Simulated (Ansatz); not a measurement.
# Structure relaxation, Nb

The start is a generated trial cell of Nb in the dhcp structure type. The cell and all atomic positions are relaxed at zero pressure with r2SCAN (plane waves to 500 eV, PAW, scalar-relativistic; Ansatz, an electronic-structure program). The first steps use a coarse 13×13×4 k-mesh.

Initial structure:
```yaml
crystal:
  lattice:
    - [2.95466, 0.00000, 0.00000]
    - [-1.47733, 2.55881, 0.00000]
    - [0.00000, 0.00000, 9.50663]
  atoms:
    - { symbol: Nb, position: [0.00000, 0.00000, 0.00000] }
    - { symbol: Nb, position: [0.00000, 0.00000, 0.50000] }
    - { symbol: Nb, position: [0.33333, 0.66667, 0.25000] }
    - { symbol: Nb, position: [0.66667, 0.33333, 0.75000] }
```

- Initial pressure: +6.5 GPa (positive: the cell is compressed)
- Volume change: +3.3 %, from 17.97 to 18.56 Å³/atom
- Shortest distances (start → end): The closest pairs of elements (up to four, under 3.6 Å), start → end: Nb–Nb 2.93 → 2.86 Å
- Band gap at the end: zero (metallic)
- Optimiser moves: 15

Relaxed structure:

```cif
data_Nb4
_chemical_formula_sum 'Nb4'
_space_group_name_H-M_alt 'P63/mmc'
_space_group_IT_number 194
_space_group_name_Hall '-P 6c 2c'
_cell_length_a 2.85688
_cell_length_b 2.85688
_cell_length_c 10.50439
_cell_angle_alpha 90.000
_cell_angle_beta 90.000
_cell_angle_gamma 120.000
loop_
_atom_site_label
_atom_site_type_symbol
_atom_site_symmetry_multiplicity
_atom_site_Wyckoff_symbol
_atom_site_fract_x
_atom_site_fract_y
_atom_site_fract_z
_atom_site_occupancy
Nb1 Nb 2 a 0.00000 0.00000 0.00000 1
Nb2 Nb 2 c 0.33333 0.66667 0.25000 1
```

Final values are on a 19×19×5 k-mesh of the relaxed cell. No spin polarisation in the result.

The run could not lose the symmetry of its start: the end is stationary, and may be a saddle point rather than a minimum.

All atoms sit on sites fixed by symmetry, so only the cell could relax.

The relaxed structure here is a generated cell of Nb: the first start was made by placing the elements on the sites of a structure type, and the end was not matched to a known phase here, so it may be hypothetical. Known forms of Nb include space group No. 229.
